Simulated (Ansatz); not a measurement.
V:
```xyz
1
Lattice="-1.4790 1.4790 1.4790 1.4790 -1.4790 1.4790 1.4790 1.4790 -1.4790" Properties=species:S:1:pos:R:3 pbc="T T T"
V      0.0000     0.0000     0.0000
```

Relaxed with PBEsol. Special points in fractions of this cell's reciprocal vectors: Γ (0.000, 0.000, 0.000); H (0.500, -0.500, 0.500); N (0.000, 0.000, 0.500); P (0.250, 0.250, 0.250).

Task: List the band energies nearest the Fermi level at these points for the program Ansatz at the PBEsol level (PAW).

Result: In eV from the Fermi level; about four levels below and three above (degenerate sets whole), none deeper than 8.9 eV; … stands for higher levels left out; points with the same levels are listed once.

| k | below | above |
|---|---|---|
| Γ | -6.69 | 0.42 0.42 0.42 |
| H | -3.20 -3.20 | … |
| N | -3.33 -1.21 | 1.79 2.55 … |
| P | -1.16 -1.16 -1.16 | … |

Space group Im-3m (bcc (W type)). The PBEsol relaxation kept the symmetry of its start. The workflow began spin-polarised and lost its moments. The volume moved by 22 % from the start of the relaxation.

Potentials: the later of the program's two PAW sets.
